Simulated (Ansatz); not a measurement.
BaTiO₃:
```cif
data_Ba3O9Ti3
_chemical_formula_sum 'Ba3 Ti3 O9'
_space_group_name_H-M_alt 'R3m :H'
_space_group_IT_number 160
_space_group_name_Hall 'R 3 -2"'
_cell_length_a 5.68013
_cell_length_b 5.68013
_cell_length_c 6.99434
_cell_angle_alpha 90.000
_cell_angle_beta 90.000
_cell_angle_gamma 120.000
loop_
_atom_site_label
_atom_site_type_symbol
_atom_site_symmetry_multiplicity
_atom_site_Wyckoff_symbol
_atom_site_fract_x
_atom_site_fract_y
_atom_site_fract_z
_atom_site_occupancy
Ba1 Ba 3 a 0.00000 0.00000 0.00127 1
Ti1 Ti 3 a 0.00000 0.00000 0.51474 1
O1 O 9 b 0.16987 0.33974 0.31836 1
```
(The calculation used a cell of 5 atoms; values per cell refer to that cell.)

Relaxed at zero pressure with r²SCAN in the plane-wave PAW code Ansatz.

**Question.** The volume is lowered by 3 % and shape and atoms relax at that volume. What pressure results, and how do the axes share the change?

**Answer.** 3.9 GPa; a -0.9 %, b -0.9 %, c -1.2 %; the energy rises by 5 meV/atom.

**Question.** Give the new structure.

**Answer.** 
Space group R3m, hexagonal axes (No. 160); a = b = 5.627 Å, c = 6.913 Å, α = β = 90.00°, γ = 120.00°

| atom | site | symmetry | x | y | z |
|---|---|---|---|---|---|
| Ba | 3a | 3m | 0.0000 | 0.0000 | 0.9993 |
| Ti | 3a | 3m | 0.0000 | 0.0000 | 0.5104 |
| O | 9b | .m | 0.1688 | 0.3376 | 0.3205 |

The phase is kept; no other phase was compared at this pressure.

This is a known low-temperature phase of the composition, computed here at zero pressure and temperature. The r²SCAN relaxation kept the symmetry of its start; its stability against distortions is not shown here. No spin polarisation was allowed. Spin–orbit coupling is left out wherever it is not named.

Potentials: the later of the program's two PAW sets.
